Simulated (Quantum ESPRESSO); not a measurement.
ZrIn3Y2Sc2, one composition in several site orders

Computed values, not a measurement. The program is pw.x of Quantum ESPRESSO 7.5 (plane-wave density functional theory). The cell is made up: eight metal atoms on a face-centred cubic lattice, with elements, volume, strain and displacements drawn at random and not relaxed, so it may be unstable or far from any real phase. PseudoDojo standard norm-conserving files set the functional (PBE unless stated); there is no spin polarisation or spin-orbit coupling, the Fermi-Dirac width of 0.25 eV means electrons at about 2900 K, and the masses in the input are unused placeholders. A spin test at this wide smearing found no moment, but such smearing suppresses magnetism that the real alloy may have.

The runs put one composition on the sites in different orders. Cell, positions, cutoff, mesh and smearing stay as in the input of run 1; sites are counted in its order. Stress in the tables is positive in tension.

Input of run 1:

```
&control calculation='scf', pseudo_dir='./dojo.nc.sr.pbe.v0_5.standard.upf', outdir='./o', disk_io='medium', tprnfor=.true., tstress=.true. /
&system ibrav=0, nat=8, ntyp=4, nbnd=62, ecutwfc=77.98206166, nosym=.true., tot_charge=0,
 occupations='smearing', smearing='fd', degauss=0.0183746611
/
&electrons conv_thr=1.470e-08, electron_maxstep=70, mixing_beta=0.5 /
ATOMIC_SPECIES
In 1.0 In.upf
Sc 1.0 Sc.upf
Y 1.0 Y.upf
Zr 1.0 Zr.upf
CELL_PARAMETERS angstrom
2.3249 4.5503 2.2917
2.2509 -4.5276 2.3204
4.5689 0.0513 -4.6052
ATOMIC_POSITIONS angstrom
Zr 0.0877 -0.0298 0.0845
In 2.259 0.19 -2.2894
In 2.2663 -2.1436 -0.0373
Y 4.4669 -2.2261 -2.1584
Sc 2.3152 2.2621 0.0878
In 4.5866 2.4194 -2.3603
Sc 2.3003 0.0149 2.4432
Y 4.5249 0.1068 -0.0159
K_POINTS automatic
5 5 4 1 1 1
```

```
run  elements on sites 1 to 8  free energy less that of run 1 (eV)  -TS (eV)  pressure (GPa)  stress xx (GPa)  stress yy (GPa)  stress zz (GPa)  stress yz (GPa)  stress xz (GPa)  stress xy (GPa)  iterations
  1     Zr In In Y Sc In Sc Y                                0.000    -1.771            3.92            -2.18            -7.26            -2.31             0.01             0.22             0.55          13
  2     In In In Y Sc Zr Y Sc                                0.336    -1.794            4.77            -4.53            -4.71            -5.06             0.97             0.89             1.66          14
  3     Zr Sc In Y Y Sc In In                                0.150    -1.825            4.94            -4.87            -5.11            -4.83            -1.32             0.90             0.03          14
  4     In Sc Y In Y In Zr Sc                                0.501    -1.800            4.60            -5.04            -4.64            -4.11            -0.51            -1.37             1.19          14
  5     Sc Y In Zr In Y In Sc                                0.362    -1.728            4.77            -4.73            -4.57            -5.00             0.05            -1.34             0.84          15
  6     Y In In In Sc Y Sc Zr                                0.376    -1.760            4.64            -4.67            -5.18            -4.06             0.53             0.81             1.38          15
```

Forces Fx Fy Fz (eV/Å):

| site | run 1 | run 2 | run 3 | run 4 | run 5 | run 6 |
| --- | --- | --- | --- | --- | --- | --- |
| 1 | -0.22 0.36 -0.14 | -0.32 0.32 -0.05 | -0.31 0.36 -0.15 | -0.26 0.44 -0.19 | -0.07 0.29 -0.19 | -0.16 0.37 -0.03 |
| 2 | -0.19 -0.46 0.24 | -0.02 -0.61 0.07 | -0.18 -0.59 0.09 | 0.19 -0.57 -0.31 | -0.30 -0.61 0.22 | -0.19 -0.36 0.02 |
| 3 | -0.52 -0.36 0.99 | -0.15 -0.15 0.49 | -0.11 -0.28 0.86 | -0.21 -0.26 0.97 | -0.19 -0.17 0.49 | 0.18 -0.43 0.42 |
| 4 | 0.61 0.38 -1.07 | 0.21 0.17 -0.64 | 0.46 0.29 -0.92 | 0.31 0.22 -0.69 | 0.42 0.22 -0.86 | 0.10 0.12 -0.52 |
| 5 | -0.27 0.45 -0.02 | 0.08 0.34 -0.43 | -0.23 0.48 -0.33 | -0.21 0.45 -0.32 | 0.06 0.39 -0.27 | 0.50 0.31 -0.69 |
| 6 | 0.49 -0.27 0.28 | -0.02 -0.26 0.81 | 0.24 -0.15 0.53 | -0.15 -0.28 0.66 | 0.26 -0.26 0.54 | -0.38 -0.27 1.15 |
| 7 | 0.26 0.13 -0.63 | 0.42 0.28 -0.69 | -0.11 0.17 -0.18 | -0.26 0.26 0.00 | -0.17 0.29 -0.11 | 0.06 0.32 -0.65 |
| 8 | -0.16 -0.22 0.34 | -0.19 -0.09 0.44 | 0.25 -0.27 0.11 | 0.59 -0.25 -0.13 | -0.02 -0.15 0.19 | -0.11 -0.06 0.31 |

The sites are displaced and not relaxed, so the energy differences hold strain from misfit and are not ordering energies. A rerun of one cell of this series at a higher cutoff and on a denser mesh moved values by no more than 0.004 eV in energy, 0.10 GPa in stress and 0.005 eV/Å in force, and a second program with other atomic files agreed on that cell to 2 % rms in force and 0.5 GPa in pressure.